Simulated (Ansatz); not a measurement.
ScAl3: from a starting cell to a relaxed one

The start is a generated cell, ScAl3 built in the AFLOW prototype AB3_tP8_113_a_ce (D0_17, as in BaS3). A full variable-cell relaxation at zero pressure is run with r2SCAN (plane waves to 500 eV, PAW, scalar-relativistic; Ansatz, an electronic-structure program). The first steps use a coarse 6×6×9 k-mesh.

The start:
```
CELL_PARAMETERS angstrom
      6.09621     0.00000     0.00000
      0.00000     6.09621     0.00000
      0.00000     0.00000     3.69810
ATOMIC_POSITIONS crystal
  Sc 0.00000 0.00000 0.00000
  Sc 0.50000 0.50000 0.00000
  Al 0.50000 0.00000 0.20600
  Al 0.00000 0.50000 0.79400
  Al 0.32030 0.17970 0.47600
  Al 0.17970 0.67970 0.52400
  Al 0.82030 0.32030 0.52400
  Al 0.67970 0.82030 0.47600
```

**Question.** What pressure does the first self-consistent step give?

**Answer.** +34.5 GPa (positive: the cell is compressed).

**Question.** Does the structure survive the relaxation? Give the final space group.

**Answer.** The space group goes from P-42₁m (No. 113) to Pm-3m (No. 221); the end is Cu3Au type, with 4 atoms in the primitive cell.

**Question.** By how much does the energy per atom fall from start to end?

**Answer.** 2.12 eV/atom.

**Question.** How does the volume change?

**Answer.** -0.7 %, from 17.18 to 17.05 Å³/atom.

**Question.** What band gap does the relaxed structure have at this level?

**Answer.** Zero (metallic).

**Question.** Write out the relaxed structure.

**Answer.** 
```cif
data_Al3Sc
_chemical_formula_sum 'Sc1 Al3'
_space_group_name_H-M_alt 'Pm-3m'
_space_group_IT_number 221
_space_group_name_Hall '-P 4 2 3'
_cell_length_a 4.08581
_cell_length_b 4.08581
_cell_length_c 4.08581
_cell_angle_alpha 90.000
_cell_angle_beta 90.000
_cell_angle_gamma 90.000
loop_
_atom_site_label
_atom_site_type_symbol
_atom_site_symmetry_multiplicity
_atom_site_Wyckoff_symbol
_atom_site_fract_x
_atom_site_fract_y
_atom_site_fract_z
_atom_site_occupancy
Sc1 Sc 1 a 0.00000 0.00000 0.00000 1
Al1 Al 3 c 0.00000 0.50000 0.50000 1
```

Final values are on a 11×11×11 k-mesh of the relaxed cell. No spin polarisation in the result.

The run could not lose the symmetry of its start.
